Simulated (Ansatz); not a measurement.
How much do the gradients of TiO2 with Au replacing Ti depend on the method?

Cell: a supercell of TiO2 (rutile type, P4_2/mnm) built from a structure deposited in the COD, with the ions relaxed around the defect (PBE).

```cif
data_Ti11AuO24
_symmetry_space_group_name_H-M 'Pmmm'
_symmetry_Int_Tables_number 47
_cell_length_a 6.4944
_cell_length_b 6.4944
_cell_length_c 8.8722
_cell_angle_alpha 90.000
_cell_angle_beta 90.000
_cell_angle_gamma 90.000
loop_
_atom_site_label
_atom_site_type_symbol
_atom_site_symmetry_multiplicity
_atom_site_Wyckoff_symbol
_atom_site_fract_x
_atom_site_fract_y
_atom_site_fract_z
Au Au 1 a 0.0000 0.0000 0.0000
Ti2 Ti 2 q 0.0000 0.0000 0.3359
Ti4 Ti 1 f 0.5000 0.5000 0.0000
Ti5 Ti 2 t 0.5000 0.5000 0.3340
Ti7 Ti 2 s 0.5000 0.0000 0.1696
Ti8 Ti 1 d 0.5000 0.0000 0.5000
Ti10 Ti 2 r 0.0000 0.5000 0.1667
Ti11 Ti 1 g 0.0000 0.5000 0.5000
O13 O 2 i 0.3127 0.0000 0.0000
O14 O 4 w 0.3052 0.0000 0.3344
O16 O 2 k 0.8046 0.5000 0.0000
O17 O 4 x 0.8003 0.5000 0.3375
O19 O 4 v 0.5000 0.3049 0.1663
O20 O 2 p 0.5000 0.3029 0.5000
O22 O 4 u 0.0000 0.7900 0.1876
O23 O 2 n 0.0000 0.8036 0.5000
```

One atom of each set is listed.

First run. The numbers come from a DFT calculation in Ansatz (PBE, plane waves and PAW, scalar-relativistic, 420 eV cutoff, Γ-centred 3×3×2 k-points, Fermi–Dirac smearing 0.01 eV, cell charge -1).

```csv
site,V_zz (10²¹ V/m²),η
Au,12.19,0.42
Ti4,-2.25,0.36
Ti5,1.61,0.16
Ti7,-3.28,0.28
Ti8,-1.99,0.16
Ti10,-5.00,0.74
O13,11.34,0.29
O14,-2.58,0.87
O16,2.41,0.96
O17,-3.00,0.74
O19,2.48,0.96
O20,-3.02,0.79
O22,7.69,0.34
O23,2.66,0.29
```

Second run. The same atoms and settings, except that the functional is r2SCAN and the cutoff is 500 eV.

Q: What does the second run give?

A: 

| site | V_zz | η | change of V_zz |
| --- | --- | --- | --- |
| Au | 11.75 | 0.30 | -0.44 |
| Ti4 | -2.32 | 0.34 | -0.07 |
| Ti5 | 1.64 | 0.23 | +0.03 |
| Ti7 | -3.36 | 0.30 | -0.08 |
| Ti8 | -2.07 | 0.17 | -0.08 |
| Ti10 | -4.91 | 0.77 | +0.09 |
| O13 | 11.47 | 0.33 | +0.13 |
| O14 | -2.83 | 0.75 | -0.25 |
| O16 | -2.56 | 0.94 | – |
| O17 | -3.31 | 0.66 | -0.31 |
| O19 | -2.69 | 0.91 | – |
| O20 | -3.31 | 0.71 | -0.29 |
| O22 | 7.67 | 0.41 | -0.02 |
| O23 | 2.77 | 0.39 | +0.11 |

The largest change of V_zz along a kept axis is on Au, from 12.19 to 11.75. In per cent, |V_zz| changes by -4 on Au, -2 to +3 on Ti, 0 to +10 on O (all sites that start above 2, bar those whose gradient vanishes or changes sign or whose main axis turns by over 40°). On O19, O16 the largest principal value lies along another axis in the second run, so the two V_zz can't be compared directly. The table leaves out 2 of the 16 sites, with |V_zz| up to 3.67; their tensors move by 0.08 at most along any direction. The statements above cover all sites.

The run isn't spin-polarised, and a state with spin may lie lower. The defect repeats with the cell of 36 atoms, so it feels its images: sites between two images don't show the values beside a lone defect, and zeros or small values of η there can come from the images' arrangement. O and Ti carry a gradient in the pure host already, so the values there aren't the defect's effect alone. The relaxation keeps the site symmetry mmm of the start, so the impurity can't leave its site; a distortion that would localise the partly filled state isn't explored. A uniform background compensates the cell's charge. The defect cell has no gap above 0.1 eV on its mesh, so the values can hang on the smearing and the k-mesh. Spin–orbit coupling is left out, which shifts gradients on Au by a few per cent in wide-gap crystals, and can shift them far more where the calculated gap is small or absent, as here.
For the first run: The cell keeps the host's lattice, where the PBE pressure is 9 GPa (in a charged cell this depends on the convention for the mean potential).
For the second run: With these PAW files V_zz is typically within 2 to 3 % of all-electron values, but misses above 10 % occur on Au.
